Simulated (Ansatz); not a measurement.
Space group Pmma (No. 51). a = 5.631 Å, b = 3.951 Å, c = 5.630 Å, α = 90.00°, β = 90.00°, γ = 90.00°
```json
{"atom": "Ca", "site": "2f", "symmetry": "mm2", "x": "0.7500", "y": "0.5000", "z": "0.7496"}
{"atom": "Mg", "site": "2e", "symmetry": "mm2", "x": "0.7500", "y": "0.0000", "z": "0.2493"}
```

Equation of state of this CaMg structure (not necessarily the ground state), with shape and atoms relaxed at each volume where symmetry leaves them free. It has no gap at any of these volumes. The calculation used DFT r2SCAN, scalar-relativistic, plane waves, PAW (Ansatz 0.2.0).

Plane waves to 500 eV, a k mesh through Γ of 8×12×8 on the computed 4-atom cell and Gaussian smearing (0.10 eV); no spin polarisation.

```
V (Å³/atom) E − E(largest V) (meV/atom) P (GPa)
     29.439                         1.95     1.85
     30.379                        -5.92     0.87
     31.318                        -8.42     0.01
     32.258                        -6.24    -0.73
     33.197                         0.00    -1.37
```

**Question.** Fit a third-order Birch–Murnaghan equation to E(V).

**Answer.** V0 = 31.33 Å³/atom, B0 = 26 GPa, B0' = 3.7.

Cost: 5 runs of about 12 core-minutes in all, on Intel Xeon Platinum 8259CL (Skylake/Cascade Lake) (shared hosts).